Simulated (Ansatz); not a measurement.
Input and output for AsRu (CsCl type): DFT, PBEsol, all-electron LAPW, scalar-relativistic (Ansatz 0.2.0). This run: volume at 0.65 of the series' base cell.

The cell comes from a relaxation on PAW files under the same functional, begun from a prototype that needn't be the stable phase.

Command: `ansatz run input.yaml --threads 1 --pin off --max-ram 2048MiB --backend cpu --events-out ev --progress --plain --runs-dir out` It took 37 s on 1 thread of Arm Neoverse V1, on a shared host, peak memory 0.55 GiB.

```yaml
crystal:
  lattice:
    - [2.6337071699, 0.0, 0.0]
    - [0.0, 2.6337071699, 0.0]
    - [0.0, 0.0, 2.6337071699]
  atoms:
    - { symbol: Ru, position: [0.0, 0.0, 0.0] }
    - { symbol: As, position: [0.5, 0.5, 0.5] }
kpoints:
  mp_grid: { grid: [14, 14, 14] }
scf:
  occupations: { method: fermi_dirac, width: 0.1 }
hamiltonian:
  xc: pbesol
  pseudopotentials: { kind: all_electron, lapw: { basis_error: 0.001 } }
output:
  forces: true
  stress: true
  eigenvalues: true
  populations: true
```

Output:

```
Ru: projections on atomic orbitals take those of the free atom 1s2 2s2 2p6 3s2 3p6 3d10 4s2 4p6 4d7 5s1, of charge +0.00 (hamiltonian.pseudopotentials.projection_atoms)
As: projections on atomic orbitals take those of the free atom 1s2 2s2 2p6 3s2 3p6 3d10 4s2 4p3, of charge +0.00 (hamiltonian.pseudopotentials.projection_atoms)
LAPW: plane waves up to 9.968 Å⁻¹, error target 1.0e-3 eV per atom; small_component_spin mean_spin; As in spheres of 1.132 Å, 23 of its electrons in bands, Dirac shells []; Ru in spheres of 1.149 Å, 34 of its electrons in bands, Dirac shells [] (how accurate: hamiltonian.pseudopotentials.lapw.basis_error, Limitations)
Engine: ansatz 0.2.0
Pseudopotentials: kind: all_electron
Pseudopotential: Ru, LAPW, valence charge 34, lapw/all_electron/scalar/gaussian/Ru, Koelling and Harmon's equation, gaussian nucleus
Pseudopotential: As, LAPW, valence charge 23, lapw/all_electron/scalar/gaussian/As, Koelling and Harmon's equation, gaussian nucleus
Functional definition: PBEsol
  exchange = pbesol_x
  correlation = pbesol_c
Crystal: 2 atoms, lattice volume = 18.268 Å³
Basis set: ecut = 378.5528197505103 eV, 305 PW (Γ), exchange–correlation at level 2
Bands: 35, of which v1, the nominal top of the filled ones, is band 29 counted from 1 (28 counted from 0)
Symmetry: 48 space group operations
Space group: Pm-3m (ITA 221), of the structure as read, at distance tolerance 2.6e-5 Å
k-points: 120 of 2744
Non-local potential: Ru, projectors of the file, none
Non-local potential: As, projectors of the file, none
Initial density: superposition of atomic densities (chi_scale 0.1, normalization cell, long waves kept (reshape's long-wave potential 0.00 eV rms))
Initial wavefunctions: plane waves of lowest kinetic energy (no species holds an atomic orbital)
Functional: x = pbesol(κ = 0.804, μ = 0.12345679012345678), c = pbesol(β = 0.046)
iter 1 solved again at ethr=5.87e-4 eV; its pass at ethr=1.00e-1 eV (dr2=3.35e-1 eV) is discarded
SCF iter   1: F=—  HF=-184708.817822 eV  |F-HF|=—  |Δ(HF+E_count)|=         —  Δρ=4.88e-2  dr2=3.35e-1  ethr=5.87e-4  ⟨swp⟩=2.7  Hψ=26326  notcnv=0
preconditioner: auto → none  [metal: Δε(μ)=0.045 eV  Ē_g=34.290 eV  σ=0.100 eV  W_gap=0.11  n_scr=6 (ndim 8)  ℏωp=46.8 eV  f_vac=0.000  D(μ)=0.93/eV (n_scr^D=6)  sad-step TF]
iter 2 solved again at ethr=2.12e-5 eV; its pass at ethr=5.87e-4 eV (dr2=1.21e-2 eV) is discarded
SCF iter   2: F=—  HF=-184708.562602 eV  |F-HF|=—  |Δ(HF+E_count)|=   2.55e-1  Δρ=1.26e-2  dr2=1.21e-2  ethr=2.12e-5  ⟨swp⟩=2.0  Hψ=21178  notcnv=0
SCF iter   3: F=—  HF=-184708.545059 eV  |F-HF|=—  |Δ(HF+E_count)|=   1.75e-2  Δρ=9.56e-3  dr2=8.76e-3  ethr=2.12e-5  ⟨swp⟩=2.0  Hψ=11942  notcnv=0
SCF iter   4: F=—  HF=-184708.543811 eV  |F-HF|=—  |Δ(HF+E_count)|=   1.25e-3  Δρ=1.95e-3  dr2=7.35e-4  ethr=1.54e-5  ⟨swp⟩=2.0  Hψ=11944  notcnv=0
SCF iter   5: F=—  HF=-184708.542771 eV  |F-HF|=—  |Δ(HF+E_count)|=   1.04e-3  Δρ=3.58e-4  dr2=1.71e-5  ethr=1.29e-6  ⟨swp⟩=2.0  Hψ=11943  notcnv=0
SCF iter   6: F=—  HF=-184708.542754 eV  |F-HF|=—  |Δ(HF+E_count)|=   1.70e-5  Δρ=8.26e-5  dr2=8.57e-7  ethr=3.00e-8  ⟨swp⟩=2.0  Hψ=11945  notcnv=0
SCF iter   7: F=-184708.542754 eV  HF=-184708.542754 eV  |F-HF|=3.99e-9  |Δ(HF+E_count)|=   4.22e-7  Δρ=7.93e-6  dr2=5.31e-9  ethr=1.50e-9  ⟨swp⟩=2.0  Hψ=11944  notcnv=0
SCF 1 converged in 7 iterations: F = -184708.542754 eV  dr2 = 5.31e-9
SCF converged after 7 iterations
Free energy (F): -184708.542754 eV
Harris-Foulkes:  -184708.542754 eV  (|F-HF|=3.99e-9)
Internal energy: -184708.499480 eV  (E = F + TS)
E sigma→0 (E₀):  -184708.521117 eV
Entropy (-TS):   -0.043274 eV (-21.637 meV/atom)
Fermi energy:    36.917719 eV
--- Per-component energies (eV) ---
  E_band       = -6424.873881
  E_kinetic    = 191066.797303
  E_xc         = -5837.016648
  E_electrostatic = -369938.280135  (all electrons and nuclei)
  E_smearing   = -0.043274  (= −TS)
  E_closure    = 0.000000  (closes the sum)
  E_atoms      = -184698.570782  (free atoms, spherical and without spin; not in F)
  Σ components = -184708.542754   (vs F -184708.542754, Δ=0.00e0)
  Basis errors (estimates in eV, not in F): energy 2.6e-4 per atom: plane waves 2.4e-4 (1.2e-4 summed), levels above the bands 1.1e-72, relativity 1.5e-8, radial functions 2.0e-5, core shells 2.7e-12; eigenvalues (radial functions only) 4.5e-6; not estimated: angular momenta, meshes, grids; target (lapw.basis_error) 1.0e-3; muffin-tin radii As 1.132 Å, Ru 1.149 Å
--- Forces (eV/Å), atoms counted from 1 ---
  atom   1  Ru    -0.00000000     0.00000000     0.00000000
  atom   2  As     0.00000000     0.00000000     0.00000000
  max |Σ_I F_I| component: 1.36e-29 eV/Å
--- Stress (GPa, compression-positive) ---
      264.012080      -0.000000       0.000000
       -0.000000     264.012080      -0.000000
        0.000000      -0.000000     264.012080
  P = ⅓ Tr σ = 264.0121 GPa (2640.121 kbar)
--- Band table (eV; the first three rows and the last of 120) ---
  k-point 0: bands = ["-515.0503", "-407.0994", "-407.0994", "-407.0994", "-233.4327", "-233.4327", "-233.4248", "-233.4248", "-233.4248", "-150.1555", "-93.7364", "-93.7364", "-93.7364", "-37.5674", "-7.5016", "-7.5016", "-7.5016", "-1.2151", "-1.2151", "-1.0776", "-1.0776", "-1.0776", "16.5815", "27.9206", "27.9206", "34.5831", "34.5831", "34.5831", "36.9366", "36.9366", "36.9366", "48.2326", "48.2326", "49.7807", "54.0528"]
  k-point 1: bands = ["-515.0503", "-407.0994", "-407.0994", "-407.0994", "-233.4327", "-233.4327", "-233.4248", "-233.4248", "-233.4248", "-150.1555", "-93.7365", "-93.7364", "-93.7364", "-37.5628", "-7.5501", "-7.4993", "-7.4993", "-1.2143", "-1.2065", "-1.0771", "-1.0762", "-1.0762", "16.7200", "27.9348", "27.9679", "33.9773", "33.9773", "34.5968", "36.5681", "37.6310", "37.6310", "47.5513", "48.4952", "50.2614", "54.1858"]
  k-point 2: bands = ["-515.0503", "-407.0994", "-407.0994", "-407.0994", "-233.4327", "-233.4327", "-233.4248", "-233.4248", "-233.4248", "-150.1555", "-93.7369", "-93.7363", "-93.7363", "-37.5497", "-7.6845", "-7.4927", "-7.4927", "-1.2122", "-1.1826", "-1.0759", "-1.0723", "-1.0723", "17.1260", "27.8834", "28.1040", "32.9386", "32.9386", "34.6352", "35.8252", "38.9423", "38.9423", "46.1306", "48.7416", "51.9535", "54.3988"]
  k-point 119: bands = ["-515.0503", "-407.0994", "-407.0994", "-407.0994", "-233.4327", "-233.4327", "-233.4248", "-233.4248", "-233.4248", "-150.1551", "-93.7387", "-93.7387", "-93.7387", "-37.2981", "-8.1853", "-8.1853", "-8.1853", "-1.0353", "-1.0353", "-1.0353", "-0.9784", "-0.9784", "24.2366", "24.2366", "24.2366", "27.7371", "37.2921", "37.2921", "39.9003", "39.9003", "39.9003", "44.0593", "44.0593", "44.0593", "51.8235"]
--- Löwdin populations: 2 sites ---
  site symbol       q [e]
     0     Ru     44.1260
     1     As     32.6806
  spilling = 0.002512 (of n_electrons = 77.000000)
```

populations.tsv:

```
# site	symbol	l	j	q
# orbitals = lowdin
# n_electrons = 77.000000
# spilling = 0.002512
# projection_atom_Ru: 1s2 2s2 2p6 3s2 3p6 3d10 4s2 4p6 4d7 5s1
# projection_atom_As: 1s2 2s2 2p6 3s2 3p6 3d10 4s2 4p3
0	Ru	0_1S	-	1.999993
0	Ru	0_2S	-	1.999691
0	Ru	0_3S	-	1.994778
0	Ru	0_4S	-	1.919979
0	Ru	0_5S	-	0.497228
0	Ru	1_2P	-	5.999999
0	Ru	1_3P	-	5.999887
0	Ru	1_4P	-	5.984785
0	Ru	2_3D	-	9.999961
0	Ru	2_4D	-	7.729685
1	As	0_1S	-	1.999982
1	As	0_2S	-	1.999112
1	As	0_3S	-	1.981535
1	As	0_4S	-	1.392590
1	As	1_2P	-	5.999977
1	As	1_3P	-	5.994019
1	As	1_4P	-	3.316337
1	As	2_3D	-	9.997044
```

Next run (volume at 0.55 of the series' base cell), as changes to the input before:

```diff
   lattice:
-    - [2.6337071699, 0.0, 0.0]
-    - [0.0, 2.6337071699, 0.0]
-    - [0.0, 0.0, 2.6337071699]
+    - [2.4910585213, 0.0, 0.0]
+    - [0.0, 2.4910585213, 0.0]
+    - [0.0, 0.0, 2.4910585213]
   atoms:
```

Command: `ansatz run input.yaml --threads 1 --pin off --max-ram 2048MiB --backend cpu --events-out ev --progress --plain --runs-dir out` It took 38 s on 1 thread of Arm Neoverse V1, on a shared host, peak memory 0.56 GiB.

Results part of the output:

```
SCF 1 converged in 7 iterations: F = -184701.800622 eV  dr2 = 6.73e-9
SCF converged after 7 iterations
Free energy (F): -184701.800622 eV
Harris-Foulkes:  -184701.800622 eV  (|F-HF|=9.90e-9)
Internal energy: -184701.766311 eV  (E = F + TS)
E sigma→0 (E₀):  -184701.783466 eV
Entropy (-TS):   -0.034311 eV (-17.155 meV/atom)
Fermi energy:    44.324147 eV
--- Per-component energies (eV) ---
  E_band       = -6051.544086
  E_kinetic    = 191124.947870
  E_xc         = -5846.663028
  E_electrostatic = -369980.051152  (all electrons and nuclei)
  E_smearing   = -0.034311  (= −TS)
  E_closure    = 0.000000  (closes the sum)
  E_atoms      = -184698.570782  (free atoms, spherical and without spin; not in F)
  Σ components = -184701.800622   (vs F -184701.800622, Δ=0.00e0)
  Basis errors (estimates in eV, not in F): energy 2.6e-4 per atom: plane waves 2.4e-4 (1.3e-4 summed), levels above the bands 9.0e-75, relativity 2.3e-8, radial functions 1.3e-5, core shells 2.0e-11; eigenvalues (radial functions only) 4.9e-6; not estimated: angular momenta, meshes, grids; target (lapw.basis_error) 1.0e-3; muffin-tin radii As 1.078 Å, Ru 1.080 Å
--- Forces (eV/Å), atoms counted from 1 ---
  atom   1  Ru    -0.00000000     0.00000000     0.00000000
  atom   2  As    -0.00000000     0.00000000     0.00000000
  max |Σ_I F_I| component: 1.83e-29 eV/Å
--- Stress (GPa, compression-positive) ---
      536.762236       0.000000       0.000000
        0.000000     536.762236      -0.000000
        0.000000      -0.000000     536.762236
  P = ⅓ Tr σ = 536.7622 GPa (5367.622 kbar)
--- Band table (eV; the first three rows and the last of 120) ---
  k-point 0: bands = ["-507.8758", "-399.9257", "-399.9257", "-399.9257", "-226.2441", "-226.2441", "-226.2409", "-226.2409", "-226.2409", "-143.6928", "-87.2868", "-87.2868", "-87.2868", "-31.1847", "-0.9841", "-0.9841", "-0.9841", "5.0559", "5.0559", "5.3043", "5.3043", "5.3043", "21.7308", "33.0074", "33.0074", "41.3610", "41.3610", "41.3610", "44.3699", "44.3699", "44.3699", "56.3350", "56.3350", "60.8646", "60.9812"]
  k-point 1: bands = ["-507.8758", "-399.9257", "-399.9257", "-399.9257", "-226.2441", "-226.2441", "-226.2409", "-226.2409", "-226.2409", "-143.6928", "-87.2872", "-87.2868", "-87.2868", "-31.1752", "-1.0731", "-0.9815", "-0.9815", "5.0576", "5.0725", "5.3051", "5.3090", "5.3090", "21.9038", "33.0595", "33.0731", "40.6400", "40.6400", "41.3754", "43.9654", "45.1775", "45.1775", "55.2666", "56.6760", "61.1980", "61.1980"]
  k-point 2: bands = ["-507.8758", "-399.9257", "-399.9257", "-399.9257", "-226.2441", "-226.2441", "-226.2409", "-226.2409", "-226.2409", "-143.6927", "-87.2881", "-87.2867", "-87.2867", "-31.1487", "-1.3175", "-0.9741", "-0.9741", "5.0623", "5.1185", "5.3076", "5.3224", "5.3224", "22.4048", "33.1775", "33.2103", "39.3737", "39.3737", "41.4162", "43.1152", "46.7119", "46.7119", "53.3615", "57.2590", "61.7269", "61.7269"]
  k-point 119: bands = ["-507.8758", "-399.9257", "-399.9257", "-399.9257", "-226.2441", "-226.2441", "-226.2409", "-226.2409", "-226.2409", "-143.6914", "-87.2925", "-87.2925", "-87.2925", "-30.6442", "-2.1888", "-2.1888", "-2.1888", "5.4591", "5.4591", "5.4591", "5.4738", "5.4738", "28.9269", "28.9269", "28.9269", "34.9206", "44.8244", "44.8244", "47.8826", "47.8826", "47.8826", "52.9957", "52.9957", "52.9957", "62.1640"]
--- Löwdin populations: 2 sites ---
  site symbol       q [e]
     0     Ru     44.2252
     1     As     32.5691
  spilling = 0.002671 (of n_electrons = 77.000000)
```

Next run (volume at 0.45 of the series' base cell), as changes to the input before:

```diff
   lattice:
-    - [2.4910585213, 0.0, 0.0]
-    - [0.0, 2.4910585213, 0.0]
-    - [0.0, 0.0, 2.4910585213]
+    - [2.3298817082, 0.0, 0.0]
+    - [0.0, 2.3298817082, 0.0]
+    - [0.0, 0.0, 2.3298817082]
   atoms:
   mp_grid: { grid: [14, 14, 14] }
+  band_path:
+    path:
+      - [0.0, 0.0, 0.0]
+      - [0.0, 0.5, 0.0]
+      - [0.5, 0.5, 0.0]
+      - [0.0, 0.0, 0.0]
+      - [0.5, 0.5, 0.5]
+      - [0.0, 0.5, 0.0]
+      - [0.5, 0.5, 0.5]
+      - [0.5, 0.5, 0.0]
+    npoints: 8
 scf:
   populations: true
+  dos: { projected: true, de: 0.2, e_range: [-14, 8] }
```

Command: `ansatz run input.yaml --threads 1 --pin off --max-ram 2048MiB --backend cpu --events-out ev --progress --plain --runs-dir out` It took 45 s on 1 thread of Arm Neoverse V1 (shared host), peak memory 0.56 GiB.

Results part of the output:

```
SCF 1 converged in 7 iterations: F = -184687.965878 eV  dr2 = 2.79e-9
NSCF: frozen V_eff on 57 k-points
SCF converged after 7 iterations
Free energy (F): -184687.965878 eV
Harris-Foulkes:  -184687.965878 eV  (|F-HF|=7.60e-9)
Internal energy: -184687.944293 eV  (E = F + TS)
E sigma→0 (E₀):  -184687.955085 eV
Entropy (-TS):   -0.021585 eV (-10.792 meV/atom)
Fermi energy:    54.860088 eV
--- Per-component energies (eV) ---
  E_band       = -5530.704788
  E_kinetic    = 191220.244786
  E_xc         = -5860.820515
  E_electrostatic = -370047.368564  (all electrons and nuclei)
  E_smearing   = -0.021585  (= −TS)
  E_closure    = 0.000000  (closes the sum)
  E_atoms      = -184698.570782  (free atoms, spherical and without spin; not in F)
  Σ components = -184687.965878   (vs F -184687.965878, Δ=0.00e0)
  Basis errors (estimates in eV, not in F): energy 2.7e-4 per atom: plane waves 2.5e-4 (1.3e-4 summed), levels above the bands 1.6e-70, relativity 3.6e-8, radial functions 1.4e-5, core shells 1.9e-10; eigenvalues (radial functions only) 7.2e-6; not estimated: angular momenta, meshes, grids; target (lapw.basis_error) 1.0e-3; muffin-tin radii As 1.016 Å, Ru 1.002 Å
--- Forces (eV/Å), atoms counted from 1 ---
  atom   1  Ru    -0.00000000     0.00000000    -0.00000000
  atom   2  As    -0.00000000     0.00000000    -0.00000000
  max |Σ_I F_I| component: 1.95e-29 eV/Å
--- Stress (GPa, compression-positive) ---
     1117.672705       0.000000       0.000000
        0.000000    1117.672705       0.000000
        0.000000       0.000000    1117.672705
  P = ⅓ Tr σ = 1117.6727 GPa (11176.727 kbar)
--- Band table (eV; the first three rows and the last of 120) ---
  k-point 0: bands = ["-497.7221", "-389.7734", "-389.7734", "-389.7734", "-216.0691", "-216.0691", "-216.0691", "-216.0627", "-216.0627", "-134.8879", "-78.5032", "-78.5032", "-78.5032", "-22.5322", "8.0664", "8.0664", "8.0664", "13.4877", "13.4877", "13.9798", "13.9798", "13.9798", "29.5004", "40.1695", "40.1695", "50.9471", "50.9471", "50.9471", "55.0442", "55.0442", "55.0442", "67.6154", "67.6154", "70.4130", "70.4130"]
  k-point 1: bands = ["-497.7221", "-389.7734", "-389.7734", "-389.7734", "-216.0691", "-216.0691", "-216.0691", "-216.0627", "-216.0627", "-134.8878", "-78.5041", "-78.5031", "-78.5031", "-22.5115", "7.8874", "8.0659", "8.0659", "13.4920", "13.5262", "13.9816", "13.9959", "13.9959", "29.7310", "40.2235", "40.3232", "50.0720", "50.0720", "50.9601", "54.5702", "55.9893", "55.9893", "65.7614", "68.0150", "70.7384", "70.7384"]
  k-point 2: bands = ["-497.7221", "-389.7734", "-389.7734", "-389.7734", "-216.0691", "-216.0691", "-216.0691", "-216.0627", "-216.0627", "-134.8876", "-78.5068", "-78.5029", "-78.5029", "-22.4531", "7.4063", "8.0641", "8.0641", "13.5039", "13.6288", "13.9869", "14.0418", "14.0418", "30.3794", "40.3798", "40.6963", "48.4788", "48.4788", "50.9969", "53.5327", "57.7997", "57.7997", "63.2316", "68.8213", "71.6387", "71.6387"]
  k-point 119: bands = ["-497.7221", "-389.7734", "-389.7734", "-389.7734", "-216.0691", "-216.0691", "-216.0691", "-216.0626", "-216.0626", "-134.8833", "-78.5186", "-78.5186", "-78.5186", "-21.3490", "5.7876", "5.7876", "5.7876", "14.2893", "14.2893", "14.4732", "14.4732", "14.4732", "35.5342", "35.5342", "35.5342", "44.9948", "55.5329", "55.5329", "59.6261", "59.6261", "59.6261", "65.6411", "65.6411", "65.6411", "76.9223"]
--- Löwdin populations: 2 sites ---
  site symbol       q [e]
     0     Ru     44.3696
     1     As     32.4047
  spilling = 0.002931 (of n_electrons = 77.000000)
```

Next run (volume at 0.4 of the series' base cell), as changes to the input before:

```diff
   lattice:
-    - [2.3298817082, 0.0, 0.0]
-    - [0.0, 2.3298817082, 0.0]
-    - [0.0, 0.0, 2.3298817082]
+    - [2.240180595, 0.0, 0.0]
+    - [0.0, 2.240180595, 0.0]
+    - [0.0, 0.0, 2.240180595]
   atoms:
```

Command: `ansatz run input.yaml --threads 1 --pin off --max-ram 2048MiB --backend cpu --events-out ev --progress --plain --runs-dir out` It took 46 s on 1 thread of Arm Neoverse V1 (shared host), peak memory 0.57 GiB.

Results part of the output:

```
SCF 1 converged in 7 iterations: F = -184675.980691 eV  dr2 = 1.28e-9
NSCF: frozen V_eff on 57 k-points
SCF converged after 7 iterations
Free energy (F): -184675.980691 eV
Harris-Foulkes:  -184675.980691 eV  (|F-HF|=4.22e-9)
Internal energy: -184675.963882 eV  (E = F + TS)
E sigma→0 (E₀):  -184675.972286 eV
Entropy (-TS):   -0.016809 eV (-8.404 meV/atom)
Fermi energy:    61.962241 eV
--- Per-component energies (eV) ---
  E_band       = -5185.035568
  E_kinetic    = 191291.944156
  E_xc         = -5870.568876
  E_electrostatic = -370097.339162  (all electrons and nuclei)
  E_smearing   = -0.016809  (= −TS)
  E_closure    = 0.000000  (closes the sum)
  E_atoms      = -184698.570782  (free atoms, spherical and without spin; not in F)
  Σ components = -184675.980691   (vs F -184675.980691, Δ=0.00e0)
  Basis errors (estimates in eV, not in F): energy 2.8e-4 per atom: plane waves 2.6e-4 (1.3e-4 summed), levels above the bands 1.9e-66, relativity 5.3e-8, radial functions 1.5e-5, core shells 6.9e-10; eigenvalues (radial functions only) 8.4e-6; not estimated: angular momenta, meshes, grids; target (lapw.basis_error) 1.0e-3; muffin-tin radii As 0.981 Å, Ru 0.959 Å
--- Forces (eV/Å), atoms counted from 1 ---
  atom   1  Ru    -0.00000000     0.00000000    -0.00000000
  atom   2  As     0.00000000    -0.00000000     0.00000000
  max |Σ_I F_I| component: 2.95e-29 eV/Å
--- Stress (GPa, compression-positive) ---
     1655.244360       0.000000       0.000000
        0.000000    1655.244360       0.000000
        0.000000       0.000000    1655.244360
  P = ⅓ Tr σ = 1655.2444 GPa (16552.444 kbar)
--- Band table (eV; the first three rows and the last of 120) ---
  k-point 0: bands = ["-490.9538", "-383.0064", "-383.0064", "-383.0064", "-209.2856", "-209.2856", "-209.2856", "-209.2736", "-209.2736", "-129.1185", "-72.7490", "-72.7490", "-72.7490", "-17.0144", "14.0248", "14.0248", "14.0248", "18.9293", "18.9293", "19.6544", "19.6544", "19.6544", "35.1043", "44.9933", "44.9933", "57.3936", "57.3936", "57.3936", "62.3570", "62.3570", "62.3570", "75.1093", "75.1093", "76.5742", "76.5742"]
  k-point 1: bands = ["-490.9538", "-383.0064", "-383.0064", "-383.0064", "-209.2856", "-209.2856", "-209.2856", "-209.2736", "-209.2736", "-129.1184", "-72.7507", "-72.7489", "-72.7489", "-16.9828", "13.7600", "14.0174", "14.0174", "18.9365", "18.9947", "19.6572", "19.6851", "19.6851", "35.3779", "45.0445", "45.2140", "56.4239", "56.4239", "57.4036", "61.8251", "63.3759", "63.3759", "72.5449", "75.5449", "76.9719", "76.9719"]
  k-point 2: bands = ["-490.9538", "-383.0064", "-383.0064", "-383.0064", "-209.2856", "-209.2856", "-209.2856", "-209.2736", "-209.2736", "-129.1179", "-72.7554", "-72.7485", "-72.7485", "-16.8934", "13.0637", "13.9965", "13.9965", "18.9565", "19.1603", "19.6652", "19.7721", "19.7721", "36.1259", "45.1928", "45.7972", "54.6131", "54.6131", "57.4319", "60.6385", "65.3363", "65.3363", "69.6839", "76.4541", "78.1116", "78.1116"]
  k-point 119: bands = ["-490.9538", "-383.0064", "-383.0064", "-383.0064", "-209.2856", "-209.2856", "-209.2856", "-209.2734", "-209.2734", "-129.1096", "-72.7759", "-72.7759", "-72.7759", "-15.1975", "10.8088", "10.8088", "10.8088", "20.0866", "20.0866", "20.5092", "20.5092", "20.5092", "39.9868", "39.9868", "39.9868", "51.7624", "62.7486", "62.7486", "67.7858", "67.7858", "67.7858", "74.1268", "74.1268", "74.1268", "86.9155"]
--- Löwdin populations: 2 sites ---
  site symbol       q [e]
     0     Ru     44.4599
     1     As     32.2922
  spilling = 0.003220 (of n_electrons = 77.000000)
```
